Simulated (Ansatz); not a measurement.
With DFT-r²SCAN in the program Ansatz with PAW potentials, In₂W in the orthorhombic phase (Fddd; In on 16f, W on 8b) relaxes to a = 5.404 Å, b = 9.049 Å, c = 9.543 Å. Its formation energy from the elements is 0.60 eV/atom, with no fitted shifts.

Electronic character: metallic (no gap).

Bader charges are In +0.02, W -0.03 e.

The start of the workflow was typed in or built on a structure type; neither database checked (COD, Materials Project) lists it. Whether it is the stable phase at ambient conditions was not checked. The r²SCAN relaxation kept the symmetry of its start; whether a distortion lowers the energy is not shown. The run is not spin-polarised. Its formation energy is positive at this level, so the cell may be metastable or incomplete. Axis ratios of metals converge slowly with the k-mesh, so a and c are less sure than the volume. The references are the lowest solids computed at this level, not always the standard phases. Spin–orbit coupling is left out wherever it is not named.

Potentials: the earlier of the program's two PAW sets.
